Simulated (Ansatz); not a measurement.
# ScPt3N: computed property card

ScPt₃N:
```
CELL_PARAMETERS angstrom
      4.18578     0.00000     0.00000
      0.00000     4.18578     0.00000
      0.00000     0.00000     4.18578
ATOMIC_POSITIONS crystal
  Sc 0.00000 0.00000 0.00000
  Pt 0.00000 0.50000 0.50000
  Pt 0.50000 0.00000 0.50000
  Pt 0.50000 0.50000 0.00000
  N  0.50000 0.50000 0.50000
```

Space group Pm-3m (No. 221), anti-perovskite; conventional cell a = 4.186 Å, b = 4.186 Å, c = 4.186 Å, α = 90.00°, β = 90.00°, γ = 90.00°.

Method: PBEsol in the plane-wave PAW code Ansatz. The cell and atoms are relaxed at this level. Other levels are named where they apply.

Cell and energy:

```json
{
 "volume_per_atom": "14.67 Å³",
 "density": "14.59 g/cm³",
 "Formation energy from the elements (no fitted shifts)": "-0.13 eV/atom"
}
```

Electronic structure:

```json
{
 "electronic_character": "metallic (no gap)",
 "Density of states at the Fermi level": "0.37 states/eV per atom (mean over ±0.08 eV)",
 "Gap with spin–orbit coupling": "none (metallic)"
}
```

Mechanics:

```json
{
  "Bulk modulus (Birch–Murnaghan fit)": "210 GPa",
  "Pressure derivative B′": "4.8",
  "Elastic constants (relaxed ions, GPa)": "C11 = 288, C12 = 171, C44 = -21.3",
  "mechanical_stability": "unstable (C has a negative eigenvalue)"
}
```

Phonons:

```json
{
  "highest_zone_centre_frequency": "214 cm⁻¹",
  "zone_centre_stability": "unstable, softest mode 257i cm⁻¹"
}
```

The start of the workflow was typed in or built on a structure type; neither database checked (COD, Materials Project) lists it. Whether it is the stable phase at ambient conditions was not checked. Symmetry was held in the PBEsol relaxation. No spin polarisation was allowed. As this level gives no gap, shear constants depend on the k-mesh and smearing (Fermi–Dirac, 0.1 eV here). As this level gives no gap, phonon frequencies hold no LO–TO term and depend on the k-mesh and smearing (Fermi–Dirac, 0.1 eV here). The references are the lowest solids computed at this level, not always the standard phases (solids in place of the gases). Spin–orbit coupling is left out wherever it is not named.

Potentials: the earlier of the program's two PAW sets. The files were generated under PBE; for other functionals the program regenerates the frozen cores, and for LDA and PBEsol the local potential too.
